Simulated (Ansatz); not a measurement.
# EuIn2Rh with scf.occupations.width changed

All numbers are calculated (PBEsol, collinear spin, no spin-orbit coupling; Ansatz, PAW set soft_2, 420 eV, k-mesh 8×8×4), not measured. These are the settings of the reference run.

Cell:

```
CELL_PARAMETERS angstrom
2.16344 -5.12227 0.00000
2.16344 5.12227 0.00000
0.00000 0.00000 7.94589
ATOMIC_POSITIONS crystal
Eu 0.06440 0.93560 0.25000
Eu 0.93560 0.06440 0.75000
In 0.64760 0.35240 0.55135
In 0.35240 0.64760 0.44865
In 0.64760 0.35240 0.94865
In 0.35240 0.64760 0.05135
Rh 0.21546 0.78454 0.75000
Rh 0.78454 0.21546 0.25000
```

The reference run of this cell is solved again as a single point with these keys changed:

| key | reference run | changed run |
| --- | --- | --- |
| scf.occupations.width | 0.05 | 0.025 |

Q: Does this change matter?

A: 

| quantity | reference run | changed run |
| --- | --- | --- |
| energy, changed less reference (meV an atom) | 0 | -0.1 |
| pressure (GPa) | 0.0 | 0.0 |
| largest force (eV/Å) | 0.00 | 0.01 |
| gap on the mesh (eV) | 0.00 | 0.00 |
| moment of the cell (μB) | 13.71 | 13.72 |

The results hardly move, so this setting matters little here. It took 18 iterations.

Caveats: the reference run: 4f shell without a U, which puts 4f levels too near the Fermi level; the reference run: open f or d shells may hold a state above the lowest; a single point, atoms not relaxed again.
